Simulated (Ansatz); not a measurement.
Moving the functional in WIr4

```
CELL_PARAMETERS angstrom
1.37784 0.79550 11.31056
-1.37784 0.79550 11.31056
0.00000 -1.59099 11.31056
ATOMIC_POSITIONS crystal
Ir 0.39967 0.39967 0.39967
Ir 0.80081 0.80081 0.80081
Ir 0.19919 0.19919 0.19919
Ir 0.60033 0.60033 0.60033
W 0.00000 0.00000 0.00000
```

The cell comes from a database or a generator and needn't be the stable form of this composition.

Kept alike: task band structure; k mesh 11 × 11 × 11; occupations fermi-dirac, width 0.05 eV; no spin polarisation. Program: Ansatz, Ansatz PAW. Cutoffs run from 420 to 500 eV. The mesh is that of the run's cell of 5 atoms. No spin-orbit coupling.

| functional | pressure (GPa) |
| --- | --- |
| BLYP | 13.64 |
| LDA | -17.44 |
| PBE | -1.40 |
| PBEsol | -11.94 |
| RPBE | 2.62 |
| r2SCAN | -8.17 |
| revPBE | 1.47 |

Pressure is positive in compression, with a Pulay correction for the finite cutoff. For a metal such a mesh leaves the last digits unconverged. All rows use potentials made for PBE.

**Question.** What does the functional change here?

**Answer.** The pressure runs from -17.44 (LDA) to 13.64 GPa (BLYP). From PBE: BLYP +15.04; LDA -16.04; PBEsol -10.54; RPBE +4.02; r2SCAN -6.77; revPBE +2.87.
